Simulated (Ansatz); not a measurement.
CdSe:
```
CdSe
1.0
    0.00000     2.84276     2.84276
    2.84276     0.00000     2.84276
    2.84276     2.84276     0.00000
Cd Se
1 1
Cartesian
  0.00000   0.00000   0.00000
  2.84276   2.84276   2.84276
```

Relaxed with r²SCAN.

Question: Map the electron localisation function on the plane through (0.000, 0.000, 0.000) spanned by u = [1, 0, 0] and v = [0, 1, -1] in lattice vectors, from the program Ansatz at the r²SCAN level (PAW).

Answer: x is the fraction of u, y of v (the angle between them is 90°; rows are the nearest grid lines); atoms in the plane: Cd at (0.00, 0.00), Se at (0.50, 0.50).
```
y \ x  0.000  0.100  0.200  0.250  0.350  0.450  0.550  0.650  0.750  0.800  0.900   1.00
-----  -----  -----  -----  -----  -----  -----  -----  -----  -----  -----  -----  -----
1.00   0.921  0.674  0.380  0.224  0.098  0.071  0.071  0.098  0.224  0.380  0.674  0.921
0.900  0.674  0.538  0.296  0.160  0.144  0.265  0.265  0.144  0.160  0.296  0.538  0.674
0.850  0.514  0.435  0.199  0.124  0.284  0.532  0.532  0.284  0.124  0.199  0.435  0.514
0.750  0.224  0.160  0.154  0.322  0.723  0.776  0.776  0.723  0.322  0.154  0.160  0.224
0.700  0.127  0.116  0.315  0.577  0.790  0.795  0.795  0.790  0.577  0.315  0.116  0.127
0.600  0.082  0.208  0.668  0.766  0.779  0.499  0.499  0.779  0.766  0.668  0.208  0.082
0.550  0.071  0.265  0.710  0.776  0.723  0.244  0.244  0.723  0.776  0.710  0.265  0.071
0.450  0.071  0.265  0.710  0.776  0.723  0.244  0.244  0.723  0.776  0.710  0.265  0.071
0.400  0.082  0.208  0.668  0.766  0.779  0.499  0.499  0.779  0.766  0.668  0.208  0.082
0.300  0.127  0.116  0.315  0.577  0.790  0.795  0.795  0.790  0.577  0.315  0.116  0.127
0.250  0.224  0.160  0.154  0.322  0.723  0.776  0.776  0.723  0.322  0.154  0.160  0.224
0.150  0.514  0.435  0.199  0.124  0.284  0.532  0.532  0.284  0.124  0.199  0.435  0.514
0.100  0.674  0.538  0.296  0.160  0.144  0.265  0.265  0.144  0.160  0.296  0.538  0.674
0.000  0.921  0.674  0.380  0.224  0.098  0.071  0.071  0.098  0.224  0.380  0.674  0.921
```

The density is the valence pseudo-density with augmentation charge, so density and ELF within about 1 Å of a nucleus are not all-electron values.

Space group Fm-3m (rock salt). This is a known high-pressure phase of the composition, computed here at zero pressure and temperature. The r²SCAN relaxation kept the symmetry of its start; its stability against distortions is not shown here.

Potentials: the later of the program's two PAW sets.
